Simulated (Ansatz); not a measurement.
An ordered 6-atom cell of Ga₃Sb₂N on the zincblende lattice (P3m1): an Ansatz output whose functional has been blanked. The cell was relaxed beforehand with r2SCAN.

```
N Sb Ga
1.0
     4.00268    0.00000    0.00000
    -2.00134    3.46642    0.00000
     0.00000    0.00000    9.87859
N Sb Ga
1 2 3
Direct
  0.00000 0.00000 0.99450
  0.33333 0.66667 0.31116
  0.66667 0.33333 0.68352
  0.33333 0.66667 0.04088
  0.66667 0.33333 0.41947
  0.00000 0.00000 0.80046
```

```
scf.n_extra_bands = 5 over 37 filled bands (N_el = 74.0): the run solves 42 bands
Pseudopotential: N, paw, valence charge 5, recommended cutoff 500 eV
Pseudopotential: Sb, paw, valence charge 15, recommended cutoff 500 eV
Pseudopotential: Ga, paw, valence charge 13, recommended cutoff 500 eV
Crystal: 6 atoms, lattice volume = 137.065 Å³
Basis set: ecut = 500 eV, 3499 PW (Γ)
Symmetry: 6 space group operations
Space group: P3m1 (ITA 156)
k-points: 69 of 576 (time reversal used)
preconditioner: auto → LDOS  [metal: Δε(μ)=0.043 eV  σ=0.020 eV  ℏωp=23.3 eV  β→1.0]
SCF 1 converged in 7 iterations: F = -24753.102015 eV  dr2 = 8.97e-8
SCF converged after 7 iterations
Free energy (F): -24753.102015 eV
Internal energy: -24753.100178 eV  (E = F + TS)
E sigma→0 (E₀):  -24753.101096 eV
Entropy (-TS):   -0.001837 eV (-0.306 meV/atom)
Fermi energy:    8.144175 eV
--- Per-component energies (eV) ---
  E_band       = -591.310374
  E_kinetic    = 883.610000
  E_local      = -9850.488252
  E_nonlocal   = 2054.756204
  E_hartree    = 4535.168510
  E_xc         = -498.913455
  E_vxc        = -465.377666
  E_paw        = -15346.304107
  E_vpaw       = -2312.378185
  E_vtau       = 28.230868
  E_ewald      = -6529.952264
  E_core_change = -0.976700
  E_smearing   = -0.001837
--- Forces (eV/Å), atoms counted from 1 ---
  atom   1  N       0.00000      0.00000    -0.00445
  atom   2  Sb      0.00000      0.00000    -0.03225
  atom   3  Sb      0.00000      0.00000    -0.06016
  atom   4  Ga      0.00000      0.00000    -0.00011
  atom   5  Ga      0.00000      0.00000      0.04410
  atom   6  Ga      0.00000      0.00000      0.05279
--- Stress (GPa, compression-positive) ---
        0.014376       0.000000       0.000000
        0.000000       0.014376       0.000000
        0.000000       0.000000       0.172739
  P = ⅓ Tr σ = 0.0672 GPa (0.672 kbar)
--- Band table (eV; the first three rows and the last of 69) ---
  k-point 0: bands = […, 5.5534, 6.0533, 7.0768, 7.9904, 7.9904, 8.7839, 8.7839, 10.8988, 11.0325, 12.1249, …]
  k-point 1: bands = […, 5.5522, 5.5522, 7.4072, 8.0314, 8.0314, 8.7195, 8.7195, 10.7668, 11.1428, 11.7169, …]
  k-point 2: bands = […, 5.5510, 5.5510, 7.6542, 8.0804, 8.0804, 8.6478, 8.6478, 10.6650, 11.1281, 11.4501, …]
  k-point 68: bands = […, 4.0492, 4.2470, 4.5796, 4.9228, 5.4440, 5.5257, 10.1659, 10.8335, 10.9114, 11.8088, …]
```

Levels at the listed points, from bands.tsv (eV from the Fermi energy, bands near the gap, counted from 0):
```tsv
# k_distance	band_32	band_33	band_34	band_35	band_36	band_37	band_38	band_39	band_40
# fermi_ev = 8.144175
# [0, 0, 0] at k_distance = 0.000000
# [0.5, 0, 0] at k_distance = 0.906292
# [0.3333333333, 0.3333333333, 0] at k_distance = 1.429541
# [0, 0, 0.5] at k_distance = 2.523292
# [0.5, 0, 0.5] at k_distance = 3.429584
# [0.3333333333, 0.3333333333, 0.5] at k_distance = 3.952832
# [0.1, 0.1, 0] at k_distance = 4.751432
# levels_relative_to = fermi_ev
0.000	-2.091	-1.067	-0.154	-0.154	0.640	0.640	2.755	2.888	3.981
0.906	-3.381	-3.099	-2.730	-1.771	-1.142	0.771	1.374	2.162	2.666
1.430	-4.181	-4.082	-2.834	-2.271	-1.881	1.850	1.997	2.151	2.554
2.523	-2.593	-0.490	-0.064	-0.064	0.504	0.504	2.521	2.984	3.306
3.430	-3.652	-3.401	-1.966	-1.708	-0.927	0.321	1.743	2.144	2.535
3.953	-3.897	-3.565	-3.221	-2.700	-2.618	2.022	2.689	2.767	3.665
4.751	-2.097	-1.817	-1.485	-0.826	-0.320	-0.177	3.092	3.661	4.053
```
In order the rows are Γ, M, K, A, L, H, K–Γ (0.70).

**Question.** Which level of theory was used?
A. PBE0
B. PBE
C. r2SCAN
D. LDA

**Answer.** C. r2SCAN. The term E_vtau belongs to a meta-GGA, which reads the kinetic-energy density. There is no exchange loop, so no exact exchange. The stress vanishes on a cell relaxed with r2SCAN. r2SCAN gives no gap: the lowest nominally empty band dips 0.82 eV below the top of the last filled one (its bottom at K–Γ (0.70 of the way from K), the top at Γ), so the cell is a metal or semimetal at this level. Within one family of functionals the choice rests on the size of the gap and stress, not on a line of the log.

Run as `ansatz run input.yaml --threads 2 --pin off --max-ram 18432MiB --backend cpu --events-out ev --progress --plain --runs-dir out`. It took 32 s on 2 threads of AMD EPYC 7R13 Processor (Zen 3), with other jobs on the host, load about 1.2 per core; peak host memory 0.97 GiB.

Spin-unpolarised throughout. Whether this structure exists isn't addressed.

Spin-orbit coupling is left out, which matters wherever the heavy atoms make up the band edges.
